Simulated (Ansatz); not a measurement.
MgV₂O₆, in the lowest among the structures calculated here: C2/m (No. 12), mS18; a = 9.8911 Å, b = 3.4630 Å, c = 6.9939 Å, α = γ = 90.00°, β = 98.14°; Mg 2c (0.500, 0.500, 0.500); V 4i (0.256, 0.000, 0.190); O 4i (0.279, 0.500, 0.106); O 4i (0.113, 0.000, 0.280); O 4i (0.386, 0.000, 0.373). Level of theory: PBEsol (plane waves to 420 eV, PAW, scalar-relativistic; Ansatz, a quantum-chemistry and plane-wave program). Element references, the lowest calculated here: Mg (P6₃/mmc), V (Im-3m), O (C2/m, ferromagnetic, forced by one molecule a cell; α-O2 is antiferromagnetic); gases are represented by their molecular solids.

Question: Predict the formation energy of this C2/m form of MgV2O6 from the elements from PBEsol.

Answer: -2.49 eV/atom.

Question: Is it stable against the other phases calculated?

Answer: Yes: the most favourable decomposition, MgV2O6 → MgO + V2O5 (V2O5 Pmmn, MgO Fm-3m), costs 0.07 eV/atom.

Hull of the energies calculated here, no anion corrections, zero temperature, no zero-point energy; an uncalculated phase could lie lower. Values are rounded to 0.01 eV/atom. The compounds carry no spin polarisation. No Hubbard U is applied.
